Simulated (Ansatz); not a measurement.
## Profile along the F–Li line in LiF (rock salt)

LiF (rock salt)

Space group Fm-3m (No. 225); a = b = c = 4.0679 Å, α = β = γ = 90.00°

```tsv
atom	site	symmetry	x	y	z
F	4a	m-3m	0.0000	0.0000	0.0000
Li	4b	m-3m	0.5000	0.5000	0.5000
```
(The calculation used a cell of 2 atoms; values per cell refer to that cell.)

Fields along a shortest F–Li line of a {110} plane (2.03 Å), from F to Li, interpolated on the slice's grid (step about 0.2 Å). These are PBE (plane waves to 420 eV, PAW, scalar-relativistic; Ansatz, a program for electronic structure) values and carry that method's errors. k mesh 14×14×14. Near the nuclei the fields are pseudised (PAW); where an atom keeps semicore shells as valence, they peak there. LiF was relaxed with its symmetry unable to fall.

```json
[
 {"distance from F (Å)": "0.00", "valence electron density (e/Å³)": "14.04", "electron localisation function": "x"},
 {"distance from F (Å)": "0.20", "valence electron density (e/Å³)": "11.41", "electron localisation function": "x"},
 {"distance from F (Å)": "0.41", "valence electron density (e/Å³)": "5.82", "electron localisation function": "0.77"},
 {"distance from F (Å)": "0.61", "valence electron density (e/Å³)": "1.95", "electron localisation function": "0.82"},
 {"distance from F (Å)": "0.81", "valence electron density (e/Å³)": "0.66", "electron localisation function": "0.74"},
 {"distance from F (Å)": "1.01", "valence electron density (e/Å³)": "0.25", "electron localisation function": "0.41"},
 {"distance from F (Å)": "1.22", "valence electron density (e/Å³)": "0.14", "electron localisation function": "0.03"},
 {"distance from F (Å)": "1.42", "valence electron density (e/Å³)": "0.30", "electron localisation function": "0.07"},
 {"distance from F (Å)": "1.62", "valence electron density (e/Å³)": "2.32", "electron localisation function": "0.87"},
 {"distance from F (Å)": "1.83", "valence electron density (e/Å³)": "6.82", "electron localisation function": "x"},
 {"distance from F (Å)": "2.03", "valence electron density (e/Å³)": "9.47", "electron localisation function": "x"}
]
```

x: too close to a nucleus for the ELF to mean much.

Density on the F–Li line (2.03 Å) at its density minimum, 1.2 Å from F: 0.14 e/Å³. ELF at that point: 0.03. Character of the F–Li contact (rough rule: ELF there above 0.7 covalent, below 0.2 ionic, polar between): closed-shell (ionic).
